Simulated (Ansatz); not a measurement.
## CoSn$_{3}$: energy against total moment

Computed with DFT PBEsol, scalar-relativistic, plane waves, PAW in Ansatz 0.2.0.

```cif
data_structure
_symmetry_space_group_name_H-M 'P 1'
_symmetry_Int_Tables_number 1
_cell_length_a 4.3977
_cell_length_b 4.3977
_cell_length_c 4.3977
_cell_angle_alpha 90.000
_cell_angle_beta 90.000
_cell_angle_gamma 90.000
_cell_volume 85.05
loop_
_atom_site_label
_atom_site_type_symbol
_atom_site_fract_x
_atom_site_fract_y
_atom_site_fract_z
_atom_site_occupancy
Sn1 Sn 0.00000 0.50000 0.50000 1
Sn2 Sn 0.50000 0.00000 0.50000 1
Sn3 Sn 0.50000 0.50000 0.00000 1
Co1 Co 0.00000 0.00000 0.00000 1
```

- plane-wave cutoff: 420 eV
- Γ-centred k-mesh: 10×10×10
- occupation rule: Gaussian smearing, 0.1 eV

The total moment of the cell is held at each value, at fixed atoms.

Site moments are spin moments in atom-centred spheres that scale with the neighbour distance.

| held moment (μB/cell) | E above lowest (meV/atom) | P (GPa) | site moments (μB) |
| --- | --- | --- | --- |
| 0.00 | 19.0 | -1.3 | none over 0.05 |
| 0.38 | 15.5 | -1.1 | Co +0.53 |
| 0.75 | 6.4 | -0.7 | Co +0.95 |
| 1.12 | 0.0 | -0.2 | Co +1.24 |
| 1.50 | 1.3 | 0.4 | Co +1.47 |
| 1.88 | 16.4 | 0.9 | Sn +0.05 (×3), Co +1.67 |
| 2.25 | 41.8 | 1.4 | Sn +0.09 (×3), Co +1.83 |
| 2.62 | 74.4 | 1.9 | Sn +0.13 (×3), Co +1.98 |
| 3.00 | 122.9 | 2.5 | Sn +0.18 (×3), Co +2.12 |

Cost: 9 runs of about 3.9 core-minutes in all, on Intel Xeon Platinum 8375C (Ice Lake) (shared hosts).